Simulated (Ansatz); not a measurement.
A geometry of ScF3 away from equilibrium: step 11 of the relaxation of a relaxed ScF3 cell displaced along its unstable phonon at q = Γ (406i cm⁻¹), largest move 0.15 Å. Computed with PBE (plane waves to 420 eV, PAW, scalar-relativistic; Ansatz, an electronic-structure program). Γ-centred k-mesh 7×7×7 on the run's cell (coarser than for final values), Fermi–Dirac smearing 0.05 eV.

```xyz
4
Lattice="-2.0609 2.0609 2.6409 2.0609 -2.0609 2.6409 2.0609 2.0609 -2.6409" Properties=species:S:1:pos:R:3:forces:R:3 pbc="T T T" free_energy=-4566.348 pressure_GPa=4.6
F      2.0609     0.0000     0.4341    0.0000    0.0000   -0.0017
F      0.0000     0.0000     1.7783    0.0000    0.0000    0.0574
F      0.0000     2.0609     0.4341    0.0000    0.0000   -0.0017
Sc     0.0000     0.0000    -0.0590    0.0000    0.0000   -0.0540
```

Positions in Å, forces in eV/Å, free energy of the cell in eV (comparable only within this code, potentials and settings). Largest force: 0.06 eV/Å, on F2 (atoms numbered as listed); the geometry lies 0.35 eV/atom above the end of its relaxation.

No spin polarisation in the result. No dispersion correction is included, so spacings between layers, chains or molecules are soft and tend to come out too large.

The run could not lose the symmetry of its start, so the end can be a saddle point.

The end of the path is a generated cell of ScF3: the first start was made by placing the elements on the sites of a structure type, and the end was not matched to a known phase here, so it may be hypothetical.
